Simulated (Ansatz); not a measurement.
Trial structures of ScNb₂O₃: starts and ends

The calculation used Ansatz 0.2.0, DFT PBE, scalar-relativistic, plane waves, PAW. All cells share a 420 eV cutoff and Γ-centred k meshes spaced at most about 0.3 Å⁻¹ (about 0.25 or finer for metals, 2π included). No spin polarisation in the final relaxations.

Each guess was relaxed in cell and atoms at zero pressure, within the symmetry of its start. Temperature and zero-point effects are left out. Coordination counts O atoms around Nb and Sc (those within 1.25 times the shortest such distance or 1.15 times the sum of covalent radii; the shortest distance is added where it is long for a bond).

| guess | made from | start group | V start (Å³/atom) | end group | V end (Å³/atom) | coordination at the end | gap on mesh (eV) | E over the lowest end (meV/atom) |
| --- | --- | --- | --- | --- | --- | --- | --- | --- |
| 1 | Ho2AlFe3 type | R-3m | 13.5 | R-3m | 12.6 | Sc 6, Nb 3 | 0 | 214 |
| 2 | Ti2CuSb3 type | P-4m2 | 13.1 | P-4m2 | 13.4 | Sc 4, Nb 5 | 0 | 0 |
| 3 | NaH2Pd3 type | Cmmm | 11.1 | Cmmm | 14.3 | Sc 2, Nb 5 | 0 | 163 |
| 4 | random cell | P6/mmm | 13.6 | P6/mmm | 17.0 | Sc 2, Nb 2 | 0 | 356 |
| 5 | YSi2Rh3 type | P6/mmm | 12.8 | ? | ? | ? | ? | ? |

Guess 5 as it starts:

```
CELL_PARAMETERS angstrom
5.12689 0.00000 0.00000
-2.56344 4.44002 0.00000
0.00000 0.00000 3.37649
ATOMIC_POSITIONS crystal
Sc 0.00000 0.00000 0.00000
Nb 0.66667 0.33333 0.00000
Nb 0.33333 0.66667 0.00000
O 0.00000 0.50000 0.50000
O 0.50000 0.50000 0.50000
O 0.50000 0.00000 0.50000
```

Problem. Fill in the missing row: what does this guess relax into, and where does it rank?

Solution. It ends in space group P6/mmm (No. 191), with a = 5.145 Å, c = 3.271 Å, 12.5 Å³/atom and no gap. It lies 0.33 eV/atom over the lowest end, above guess 1 and below guess 4. Counting O atoms around Nb and Sc, this end has Sc 12 from 3.0 Å, Nb 6 and the lowest (guess 2) has Sc 4, Nb 5.

```
Sc Nb O
1.0
     5.14467    0.00000    0.00000
    -2.57234    4.45542    0.00000
     0.00000    0.00000    3.27070
Sc Nb O
1 2 3
Direct
  0.00000 0.00000 0.00000
  0.66667 0.33333 0.00000
  0.33333 0.66667 0.00000
  0.00000 0.50000 0.50000
  0.50000 0.50000 0.50000
  0.50000 0.00000 0.50000
```

Energies over the elements count from the elements' standard structures at the same level (O₂ as a molecule), with no fitted energy shifts.

Problem. Is the lowest end bound against the elements?

Solution. Yes: its formation energy is −1.71 eV/atom. It lies below the elements, which doesn't yet make it stable against other compounds or structures.

In P-4m2, Cmmm, R-3m, P6/mmm at 12.5 Å³/atom, P6/mmm at 17.0 Å³/atom an odd number of electrons in the primitive cell allows no gap without spin; a larger cell or a magnetic state could open one. A magnetic state wasn't ruled out in cells without spin, among them P-4m2, R-3m, P6/mmm at 12.5 Å³/atom, P6/mmm at 17.0 Å³/atom. Cells relaxed within their symmetry can be saddle points. A lower structure may well exist outside this small set. Some types were kept out of the candidates beforehand, so the set may lack a known form.
